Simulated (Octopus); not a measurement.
PbTe (Fm-3m, No. 225):
```
PbTe
1.0
    0.00000     3.27089     3.27089
    3.27089     0.00000     3.27089
    3.27089     3.27089     0.00000
Te Pb
1 1
Direct
  0.00000   0.00000   0.00000
  0.50000   0.50000   0.50000
```
The cell is a database entry, not relaxed again.

Level: LDA. Code: Octopus 16.4. Numerical set-up: grid spacing about 0.24 Å, Γ-centred 6×6×6 k-mesh, Fermi-Dirac smearing of 0.03 eV, no spin polarisation; valence-only HGH without core correction for Te Pb. Spin-orbit coupling is left out.

Task: What band gap does LDA give on the standard high-symmetry path?

Result: 0.71 eV, direct at L. A grid finer by a fifth moves the gap between mesh points by under 0.01 eV.
